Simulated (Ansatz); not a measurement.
Polymorphs of Ta2O5, each relaxed with PBEsol in the plane-wave PAW code Ansatz:

A: Pmmm
a = 3.670 Å, b = 3.859 Å, c = 6.433 Å, α = β = γ = 90.00°

```json
[
 {"atom": "Ta", "site": "1d", "symmetry": "mmm", "x": "0.5000", "y": "0.0000", "z": "0.5000"},
 {"atom": "Ta", "site": "1a", "symmetry": "mmm", "x": "0.0000", "y": "0.0000", "z": "0.0000"},
 {"atom": "O", "site": "1h", "symmetry": "mmm", "x": "0.5000", "y": "0.5000", "z": "0.5000"},
 {"atom": "O", "site": "2q", "symmetry": "mm2", "x": "0.0000", "y": "0.0000", "z": "0.3208"},
 {"atom": "O", "site": "1e", "symmetry": "mmm", "x": "0.0000", "y": "0.5000", "z": "0.0000"},
 {"atom": "O", "site": "1b", "symmetry": "mmm", "x": "0.5000", "y": "0.0000", "z": "0.0000"}
]
```

B: Cmmm
a = 3.8395 Å, b = 13.0078 Å, c = 3.8599 Å, α = 90.00°, β = 90.00°, γ = 90.00°

| atom | site | symmetry | x | y | z |
|---|---|---|---|---|---|
| Ta | 4i | m2m | 0.0000 | 0.1460 | 0.0000 |
| O | 4j | m2m | 0.5000 | 0.3506 | 0.5000 |
| O | 4i | m2m | 0.0000 | 0.3150 | 0.0000 |
| O | 2a | mmm | 0.0000 | 0.0000 | 0.0000 |

### Question
Order them by energy per atom at 0 K (lowest first) at the level PBEsol.

### Answer
B (+0 meV/atom), A (+322 meV/atom)

### Question
Give each one's gap.

### Answer
A 0.32 eV; B 2.16 eV.

Standing as an ambient phase not checked: A; B. Unstable at this level: A. All cells were relaxed under the symmetry of their starts (and spin orders); stability against distortions was not tested throughout. Rows with no word on spin ran without spin polarisation. Scalar-relativistic: spin–orbit coupling is off unless named, which matters more the heavier the elements.

Energies hold the estimated change up to a 700 eV cutoff; steps of a few meV lie near the error of the meshes.

Potentials: the later of the program's two PAW sets.
